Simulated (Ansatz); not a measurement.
Starting cell, AlN (zinc blende):

```xyz
4
Lattice="0.0000 4.3695 4.3695 2.1848 2.1848 4.3695 2.1848 2.1848 0.0000" Properties=species:S:1:pos:R:3 pbc="T T T"
N      3.2772     7.6467     7.6467
N      3.2772     5.4619     5.4619
Al     0.0000     0.0000     0.0000
Al     2.1848     4.3695     2.1848
```

A phonon eigenvector at X = (0.5, 0.5, 0.0) is frozen into this cell: atom i moves by Q times the vector below, so Q is the largest atomic displacement, in Å. The cell is held. (q is in reciprocal vectors of the primitive cell; the cell shown is doubled to hold the pattern.)

| atom | x | y | z |
|---|---|---|---|
| N1 | 0.000 | 0.000 | 1.000 |
| N2 | 0.000 | 0.000 | -1.000 |

Atoms not listed stay in place.

Computed with r2SCAN (plane waves to 500 eV, PAW, scalar-relativistic; Ansatz, a quantum-chemistry and plane-wave program). k mesh 13×13×13 (Γ-centred), Fermi-Dirac smearing 0.05 eV. Compression counts positive. AlN was relaxed with its symmetry unable to fall. The PAW data are Ansatz's earlier set. 

| Q (Å) | P (GPa) | −dE/dQ from forces (eV/Å) |
|---|---|---|
| -0.180 | ___ | 9.622 |
| -0.150 | 3.67 | 8.069 |
| -0.120 | ___ | 6.488 |
| -0.090 | ___ | 4.885 |
| -0.060 | ___ | 3.266 |
| -0.030 | 0.14 | 1.636 |
| 0.000 | 0.00 | 0.000 |
| 0.030 | 0.14 | -1.636 |
| 0.060 | ___ | -3.266 |
| 0.090 | ___ | -4.885 |
| 0.120 | ___ | -6.488 |
| 0.150 | 3.67 | -8.069 |
| 0.180 | ___ | -9.622 |

Task: Complete the blanks.

Result: 
- -0.180, P (GPa): 5.27
- -0.120, P (GPa): 2.35
- -0.090, P (GPa): 1.32
- -0.060, P (GPa): 0.59
- 0.060, P (GPa): 0.59
- 0.090, P (GPa): 1.32
- 0.120, P (GPa): 2.35
- 0.180, P (GPa): 5.27

(For displaced atoms, the force is minus the slope of the energy, and its curvature is a force constant, which sets phonon frequencies.)
